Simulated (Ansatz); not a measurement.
Si:
```
CELL_PARAMETERS angstrom
      1.91896     1.10791     9.48209
     -1.91896     1.10791     9.48209
      0.00000    -2.21582     9.48209
ATOMIC_POSITIONS crystal
  Si 0.73591 0.73591 0.73591
  Si 0.81932 0.81932 0.81932
  Si 0.18068 0.18068 0.18068
  Si 0.26409 0.26409 0.26409
  Si 0.95863 0.95863 0.95863
  Si 0.04137 0.04137 0.04137
```

Relaxed with r²SCAN. Independent-particle spectrum: no excitons, no local fields, no scissors shift; 0.1 eV broadening; ε₁ of the summed bands alone.

Problem. Tabulate the dielectric function from r²SCAN (plane waves, PAW; program Ansatz).

Solution. 

```csv
E (eV),ε₁ xx,ε₂ xx,ε₁ zz,ε₂ zz
0.0,11.84,0.00,12.50,0.00
0.4,11.94,0.00,12.62,0.00
0.8,12.26,0.00,12.99,0.00
1.2,12.84,0.00,13.70,0.00
1.6,13.81,0.00,14.89,0.00
2.0,15.46,0.01,17.00,0.01
2.4,18.50,0.86,22.04,0.73
2.8,21.58,2.79,24.89,9.16
3.2,28.07,8.55,26.05,17.15
3.6,34.77,25.54,23.57,26.29
4.0,5.91,44.29,0.36,35.42
4.4,-7.85,30.14,-6.09,26.41
4.8,-10.16,19.98,-8.37,19.22
5.2,-10.67,13.61,-10.03,13.91
5.6,-8.91,9.91,-9.48,9.94
6.0,-8.14,7.76,-8.43,6.78
6.4,-7.35,5.62,-6.15,4.88
6.8,-6.20,4.30,-5.63,4.86
7.2,-5.51,3.44,-5.18,3.86
7.6,-4.65,2.69,-4.79,3.07
8.0,-4.08,2.31,-4.32,2.24
8.4,-3.58,1.92,-3.58,1.87
8.8,-3.20,1.59,-3.22,1.58
9.2,-2.81,1.30,-2.81,1.29
9.6,-2.46,1.11,-2.47,1.09
10.0,-2.15,0.92,-2.17,0.91
10.4,-1.85,0.83,-1.87,0.78
10.8,-1.65,0.73,-1.61,0.68
11.2,-1.45,0.65,-1.43,0.62
11.6,-1.28,0.56,-1.27,0.56
12.0,-1.12,0.50,-1.09,0.47
```

Problem. From ε at 2.3 eV (xx: 17.66 + 0.47i), find n, k, the normal reflectivity and the absorption coefficient.

Solution. n = 4.20, k = 0.056, R = 38 %, α = 2kE/ħc = 13000 cm⁻¹.

With all bands, ε∞ without local fields is 11.9 (xx = yy), 12.5 (zz).

Space group R-3m. The start of the workflow was typed in or built on a structure type; neither database checked (COD, Materials Project) lists it. It is not the phase usual at ambient conditions (space group No. 227). The r²SCAN relaxation kept the symmetry of its start; its stability against distortions is not shown here.

Potentials: the later of the program's two PAW sets.
